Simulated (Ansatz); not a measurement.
AlNi in space group P4/mmm (No. 123; Al on 2f, Ni on 2h, Al on 2g, Ni on 2e), PBEsol in the plane-wave PAW code Ansatz, all energies at zero smearing, with the estimated change up to a 700 eV cutoff added, with one set of potentials and settings (totals compare only within such a set). Cell of 8 atoms (4 Al, 4 Ni): -25321.253 eV.

```
element                             reference phase  E (eV/atom)
-------  ------------------------------------------  -----------
Al                       Fm-3m, 1 atoms in the cell    -524.5512
Ni       Fm-3m, 1 atoms in the cell, spin-polarised   -5804.9838
```

Formation energy per atom, worked out: (-25321.253 − 4×(-524.5512) − 4×(-5804.9838))/8 = -0.389 eV/atom (-38 kJ per mol of atoms), at 0 K, without zero-point energy or fitted corrections.

The start of the workflow was typed in or built on a structure type; neither database checked (COD, Materials Project) lists it. It is not the phase usual at ambient conditions (space group No. 221). The cell was relaxed with PBEsol under the symmetry of its start; its stability against distortions is not shown here. The workflow began spin-polarised and lost its moments. The program gave a warning on the electronic state, which may not be the lowest. The references are the lowest solids computed at this level, not always the standard phases.

Potentials: the earlier of the program's two PAW sets. The files were generated under PBE; for other functionals the program regenerates the frozen cores, and for LDA and PBEsol the local potential too.
